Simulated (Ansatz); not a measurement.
ScPd3 (I4/mmm), relaxed with r²SCAN (Ansatz, a quantum-chemistry and plane-wave program, plane waves, PAW): a = b = 4.030 Å, c = 7.852 Å, α = β = γ = 90.00°.

```
Property              Result
--------------------  ------
ΔH_f (eV/atom)         -0.80
B₀ by P(V) fit (GPa)     153
```

### Question
The same phase is relaxed and computed with PBE in the same code. What are the cell and these values now?

### Answer
a = b = 4.060 Å, c = 7.912 Å, α = β = γ = 90.00°.

* **ΔH_f (eV/atom)**: -0.76
* **B₀ by P(V) fit (GPa)**: 140

Constructed cells (a structure type filled with these elements, in neither database checked): ScPd3, I4/mmm (Pd on 2b, Pd on 4d, Sc on 2a). All cells were relaxed under the symmetry of their starts (and spin orders); stability against distortions was not tested throughout. Rows with no word on spin ran without spin polarisation. Spin–orbit coupling is left out wherever it is not named.

Potentials: the earlier of the program's two PAW sets.

Ansatz is a plane-wave DFT program.

Formation energies count from the lowest solids of the elements computed at the same level, not from gases.
